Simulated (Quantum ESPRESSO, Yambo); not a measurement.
For SiC (4H, space group P6_3mc, No. 186), Yambo gives the independent-particle static dielectric constant along x as 7.34 on PBEsol bands and 6.6 after a scissor of 0.98 eV widens every gap (15×15×4 mesh, 62 bands, 3 Ry local-field block, 0.2 eV broadening). Axes are Cartesian, with cell vectors (Å) (3.08, 0.00, 0.00), (-1.54, 2.66, 0.00), (0.00, 0.00, 10.07).

A scissor keeps the position matrix elements. In a one-oscillator model, how does ε − 1 scale, and what mean transition energy do the two values imply?

Each transition adds |r|²/E to ε − 1, so ε − 1 ∝ 1/(E0 + Δ). Then (6.6 − 1)/(7.34 − 1) = E0/(E0 + Δ) = 0.883, and E0 = Δ(ε' − 1)/(ε − ε') = 7.4 eV. The computed Im ε, weighted by 1/E up to 20 eV, has its mean at 7.6 eV; the smallest direct PBEsol gap is 3.25 eV. The scissor comes from a G0W0 run whose convergence isn't established. Convergence of the RPA response with its 15×15×4 mesh was not tested.

Bands from Quantum ESPRESSO.

Geometry of the Materials Project entry, not relaxed at this level; primitive cell a = 3.076 Å, b = 3.076 Å, c = 10.071 Å, α = 90.00°, β = 90.00°, γ = 120.00°.
